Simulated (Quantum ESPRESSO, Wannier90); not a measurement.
**Tight-binding from DFT: MgTe (zinc blende)**

```yaml
crystal:
  lattice:
    - [0.00000, 3.23200, 3.23200]
    - [3.23200, 0.00000, 3.23200]
    - [3.23200, 3.23200, 0.00000]
  atoms:
    - { symbol: Mg, position: [0.00000, 0.00000, 0.00000] }
    - { symbol: Te, position: [0.25000, 0.25000, 0.25000] }
```

Cell from Materials Project (mp-13033), symmetrised, no further relaxation. Not found in the COD (Crystallography Open Database) copy used, which has the formula in other groups; not checked further. Computed values, not measurements, from PBEsol: Quantum ESPRESSO (norm-conserving PseudoDojo potentials, cutoff 68 Ry, no spin polarisation, no spin-orbit coupling) on a Γ-centred 8×8×8 mesh, then Wannier90. Density: 8×8×8 mesh, cold smearing 0.01 Ry. Spin-orbit coupling is left out although heavy elements are present.

Valence charges of the files: Mg 10, Te 16. 24 bands were computed.

Isolated groups of bands, relative to the valence-band maximum (bands from 14 on overlap up to the last one computed):

```
bands  from (eV)  to (eV)  filling  weight on atomic waves
-----  ---------  -------  -------  ----------------------
1         -74.84   -74.84   filled             Mg 2s 100 %
2–4       -41.77   -41.77   filled             Mg 2p 100 %
5–9       -35.10   -35.09   filled             Te 4d 100 %
10        -10.23    -9.44   filled  Te 5s 90 %, Mg 3s 10 %
11–13      -3.24     0.00   filled   Te 5p 88 %, Mg 3s 9 %
```

Wanted is a model with the orbitals Mg s p, Te s p, without the filled groups that are mainly made of other shells (semicore states, and anion s where it isn't named); all higher bands stay in for disentanglement.

Task: Give num_wann, exclude_bands and num_bands, and the number of electrons that the model holds.

Result: Electrons: 1×10 + 1×16 = 26, which fill 13 bands.
num_wann = 1×4 + 1×4 = 8.
exclude_bands = 1-9, 9 bands, so num_bands = 24 − 9 = 15.
The model holds 26 − 2×9 = 8 electrons. With the window frozen to 3.78 eV it follows pw.x to 3.7 meV rms (states up to 3.3 eV relative to the valence-band maximum).
